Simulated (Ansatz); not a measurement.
Method: DFT PBE, scalar-relativistic, plane waves, PAW in Ansatz 0.2.0. Settings: cutoff 420 eV, Γ-centred meshes spaced at most about 0.3 Å⁻¹, and about 0.25 Å⁻¹ or finer for metals (2π included), Gaussian smearing. No spin polarisation in the final relaxations.

All energies are static (0 K, no zero-point motion).

Two relaxed structures of Mg2Cd3Te:

A.

```yaml
crystal:
  lattice:
    - [6.02082, 0.00000, 0.00000]
    - [-3.01041, 5.21419, 0.00000]
    - [0.00000, 0.00000, 5.01031]
  atoms:
    - { symbol: Mg, position: [0.66667, 0.33333, 0.99045] }
    - { symbol: Mg, position: [0.33333, 0.66667, 0.99045] }
    - { symbol: Cd, position: [0.50000, 0.50000, 0.48279] }
    - { symbol: Cd, position: [0.50000, 0.00000, 0.48279] }
    - { symbol: Cd, position: [0.00000, 0.50000, 0.48279] }
    - { symbol: Te, position: [0.00000, 0.00000, 0.76436] }
```

B.

```yaml
crystal:
  lattice:
    - [5.71916, 0.00000, 0.00000]
    - [-2.85958, 4.95293, 0.00000]
    - [0.00000, 0.00000, 8.13921]
  atoms:
    - { symbol: Mg, position: [0.00000, 0.00000, 0.68062] }
    - { symbol: Mg, position: [0.00000, 0.00000, 0.31938] }
    - { symbol: Cd, position: [0.50000, 0.00000, 0.50000] }
    - { symbol: Cd, position: [0.00000, 0.50000, 0.50000] }
    - { symbol: Cd, position: [0.50000, 0.50000, 0.50000] }
    - { symbol: Te, position: [0.00000, 0.00000, 0.00000] }
```

**Question.** Which is lower in energy, and by how much?

**Answer.** A is lower, by 93 meV/atom. A has space group P6mm (No. 183), 26.2 Å³/atom and no gap on its mesh; B has space group P6/mmm (No. 191), 38.4 Å³/atom and no gap. Counting Cd or Mg atoms around Te (for each partner element, those within 1.25 times its shortest distance or 1.15 times the sum of covalent radii, where it is the nearest in units of that sum or under 1.3), A has Te 6 and B has Te 2. The denser one is the lower, and pressure would at first widen the difference. In A, Mg has 6 Cd at 3.02–3.08 Å, 3 Mg at 3.48 Å and 3 Te at 3.66 Å; Cd is surrounded by 4 Cd at 3.01 Å, 4 Mg at 3.02–3.08 Å and 2 Te at 3.32 Å; Te has 6 Cd at 3.32 Å and 6 Mg at 3.66 Å. In B, Mg has 1 Te at 2.60 Å, 1 Mg at 2.94 Å and 6 Cd at 3.22 Å; Cd is surrounded by 4 Cd at 2.86 Å and 4 Mg at 3.22 Å; around Te lie 2 Mg at 2.60 Å. Both come from invented guesses.

Spin–orbit coupling, which can matter for Te, is left out. Cells relaxed within their symmetry can be saddle points.
